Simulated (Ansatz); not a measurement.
In under compression and expansion

```cif
data_structure
_symmetry_space_group_name_H-M 'R-3m:H'
_symmetry_Int_Tables_number 166
_cell_length_a 3.3393
_cell_length_b 3.3393
_cell_length_c 24.6224
_cell_angle_alpha 90.000
_cell_angle_beta 90.000
_cell_angle_gamma 120.000
_cell_volume 237.77
loop_
_atom_site_label
_atom_site_type_symbol
_atom_site_symmetry_multiplicity
_atom_site_Wyckoff_symbol
_atom_site_fract_x
_atom_site_fract_y
_atom_site_fract_z
_atom_site_occupancy
In1 In 3 a 0.00000 0.00000 0.00000 1
In2 In 6 c 0.00000 0.00000 0.77801 1
```

The runs use the primitive cell with vectors (1.670, 0.964, 8.207), (-1.670, 0.964, 8.207), (0.000, -1.928, 8.207) Å, to which the k mesh refers.

It takes space group R-3m (No. 166, trigonal). The conventional cell has a = 3.339 Å, b = 3.339 Å, c = 24.622 Å, α = 90.00°, β = 90.00°, γ = 120.00°. Around In (site symmetry -3m) lie 12 In at 3.34 to 3.35 Å. Around In (site symmetry 3m) lie 12 In at 3.34 to 3.35 Å.

Structure from Materials Project entry mp-1184502 (possibly hypothetical), not relaxed further.

Spin–orbit coupling is left out, though it moves levels of the heavy atoms by tenths of an eV or more.

All numbers are computed: DFT, PBEsol, all-electron LAPW, scalar-relativistic (Ansatz 0.2.0); DFT, PBEsol, PAW with Ansatz's default frozen-core files, scalar-relativistic (Ansatz 0.2.0).

For LAPW: a Γ-centred 14×14×14 k mesh, Fermi–Dirac smearing of 0.05 eV, basis error target 0.5 meV/atom, no spin polarisation. PAW takes a cutoff of 420 eV at this cell (files made with PBE, cores remade for this functional). The Ansatz runs share mesh, smearing and spin set-up. Plane-wave (PAW) pressures include the program's estimate of the Pulay term.

The cell above is scaled evenly, with fractional coordinates and shape held.

```tsv
V/V(cell)	V (Å³/atom)	P, LAPW (GPa)	P, PAW (GPa)
0.9400	24.834	1.54	1.53
0.9600	25.363	0.51	0.50
0.9800	25.891	-0.40	-0.40
0.9900	26.155	-0.81	-0.82
1.0000	26.419	-1.20	-1.20
1.0100	26.684	-1.56	-1.57
1.0200	26.948	-1.91	-1.91
1.0400	27.476	-2.53	-2.53
1.0600	28.005	-3.08	-3.08
```

Question: What do Birch–Murnaghan fits to the pressures give?

Answer: LAPW: V0 = 25.65 Å³/atom, B0 = 44 GPa, B0′ = 5.1; PAW: V0 = 25.65 Å³/atom, B0 = 44 GPa, B0′ = 5.1.

PAW's V0 lies -0.01 % from the all-electron value and its B0 0.0 %. With shape and internal coordinates held, B0 is an upper bound to the relaxed modulus.
